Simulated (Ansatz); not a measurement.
## Collinear states of WSe

Level of theory: Ansatz 0.2.0, DFT r2SCAN+U, scalar-relativistic, plane waves, PAW.

```
W Se
1.0
     4.03726    0.00000    0.00000
    -2.01863    3.49637    0.00000
     0.00000    0.00000    6.75314
W Se
2 2
Direct
  0.00000 0.00000 0.00000
  0.00000 0.00000 0.50000
  0.33333 0.66667 0.25000
  0.66667 0.33333 0.75000
```

```json
{
 "plane-wave cutoff": "500 eV",
 "Γ-centred k-mesh": "12×12×6",
 "occupation rule": "Gaussian smearing, 0.1 eV",
 "U_eff on Löwdin-orthogonalised atomic d orbitals": "W 6.2 eV",
 "list of starting moments (μB, in atom order)": "1 1 0 0",
 "check for lower electronic states after the SCF": "asked for but not made"
}
```

All runs keep this geometry, which stands near equilibrium for the lowest state (largest force there 0.000 eV/Å, pressure 0.0 GPa) and needn't be a stable compound; relaxing each order would shift the differences by some 28 meV/atom, going by the pressures and a bulk modulus of about 150 GPa. The large starts are 2.5 2.5 0 0 μB. The small starts are 0.5 0.5 0 0 μB. Spin–orbit coupling is left out, which for heavy magnetic ions can matter as much as these differences. r2SCAN tends to overstate moments in metals. Site moments are spin moments in atom-centred spheres that scale with the neighbour distance. The states are those that the runs reached from these starts; a lower one can exist. No antiferromagnetic start is among these.

Task: Starts tried: no spin; ferromagnetic; large parallel starting moments; small parallel starting moments. Which state comes out lowest, and what are the moments?

Result: Of the states reached here, with no antiferromagnetic start among them, the lowest is ferromagnetic, reached from every spin-polarised start, with site moments (μB) W +3.27 (×2), Se -0.27 (×2).

```json
{"start": "no spin", "ends": "non-magnetic", "energy above lowest (meV/atom)": "950", "site moments (μB)": "none over 0.05", "gap on mesh (eV)": "0.82", "P (GPa)": "-7.5"}
{"start": "ferromagnetic", "ends": "ferromagnetic", "energy above lowest (meV/atom)": "0.00", "site moments (μB)": "W +3.27 (×2), Se -0.27 (×2)", "gap on mesh (eV)": "metal", "P (GPa)": "0.0"}
{"start": "large parallel starting moments", "ends": "ferromagnetic", "energy above lowest (meV/atom)": "0.00", "site moments (μB)": "W +3.27 (×2), Se -0.27 (×2)", "gap on mesh (eV)": "metal", "P (GPa)": "0.0"}
{"start": "small parallel starting moments", "ends": "ferromagnetic", "energy above lowest (meV/atom)": "0.00", "site moments (μB)": "W +3.27 (×2), Se -0.27 (×2)", "gap on mesh (eV)": "metal", "P (GPa)": "0.0"}
```